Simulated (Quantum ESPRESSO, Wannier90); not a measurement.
Tight-binding from DFT: Mg₂Ge (anti-fluorite)

```
begin unit_cell_cart
ang
    0.0000000000    3.1842950000    3.1842950000
    3.1842950000    0.0000000000    3.1842950000
    3.1842950000    3.1842950000    0.0000000000
end unit_cell_cart
begin atoms_frac
Mg  -0.2500000000 -0.2500000000 -0.2500000000
Mg   0.2500000000  0.2500000000  0.2500000000
Ge   0.0000000000  0.0000000000  0.0000000000
end atoms_frac
```

Structure: Materials Project mp-408, symmetrised, not relaxed again. COD (Crystallography Open Database) has an entry of this formula and space group (matched by these alone). Method: PBEsol plane waves in Quantum ESPRESSO 7.5 (PseudoDojo norm-conserving files, 68 Ry, spinors with spin-orbit coupling), Bloch states on a 6×6×6 mesh through Γ, Wannier90 4.0.1. Density: 8×8×8 mesh, Gaussian smearing 0.01 Ry.

Bands 27-28 form an isolated set from -9.87 to -8.13 eV relative to the Fermi level (on the path) and are turned into 2 Wannier functions by minimising the spread from the start: atomic waves Ge 4s.

Task: Where do the functions sit, how wide are they and what are they made of?

Result: 
| functions | spread (Å²) | nearest atom, distance (Å) | second atom, distance (Å) | weight on atomic waves |
|---|---|---|---|---|
| 2 | 2.21 | Ge 0.00 | Mg 2.76 | Ge 4s 74 %, Mg 3s 24 % |

Ω_I = 4.42 Å², Ω_total = 4.42 Å²; the interpolated bands follow pw.x to 1.2 meV rms on the path. Only this start was tried; a symmetric start can stop on a saddle, and mixtures of these functions could lower the total by at most Ω_total − Ω_I.
